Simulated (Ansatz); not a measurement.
CsC8:
```xyz
9
Lattice="4.9469 0.0000 0.0000 -2.4735 4.2841 0.0000 0.0000 0.0000 6.0102" Properties=species:S:1:pos:R:3 pbc="T T T"
C      0.0000     1.4267     0.0000
C     -1.2379     3.5708     0.0000
C      2.4735     1.4280     0.0000
C      1.2379     3.5708     0.0000
C      1.2356     0.7134     0.0000
C      0.0000     2.8561     0.0000
C      3.7113     0.7134     0.0000
C      2.4735     2.8574     0.0000
Cs     0.0000     0.0000     3.0051
```

Relaxed with r²SCAN+D4. Special points in fractions of this cell's reciprocal vectors: Γ (0.000, 0.000, 0.000); M (0.500, 0.000, 0.000); K (0.333, 0.333, 0.000); A (0.000, 0.000, 0.500); L (0.500, 0.000, 0.500); H (0.333, 0.333, 0.500).

Task: List the band energies nearest the Fermi level at these points for the program Ansatz at the r²SCAN+D4 with spin–orbit coupling level (PAW).

Result: In eV from the Fermi level; about four levels below and three above (degenerate sets whole), none deeper than 8.9 eV; points with the same levels are listed once.

| k | below | above |
|---|---|---|
| Γ | -3.78 -3.78 -0.30 -0.30 | 0.24 0.24 0.24 0.24 |
| M | -4.56 -4.56 -4.13 -4.13 | 1.06 1.06 1.42 1.42 |
| K | -1.52 -1.52 -1.52 -1.52 | 1.97 1.97 2.06 2.06 |
| A | -0.04 -0.04 -0.04 -0.04 | 1.26 1.26 3.91 3.91 |
| L | -4.37 -4.37 -4.25 -4.25 | 1.42 1.42 1.51 1.51 |
| H | -1.47 -1.47 -1.47 -1.47 | 2.77 2.77 2.83 2.83 |

Space group P6/mmm. A made-up cell: these elements were put on the sites of a structure type; the Crystallography Open Database copy checked does not list it. Whether it is the stable phase at ambient conditions was not checked. Symmetry was held in the r²SCAN+D4 relaxation; whether a distortion lowers the energy is not shown.

Potentials: the later of the program's two PAW sets.
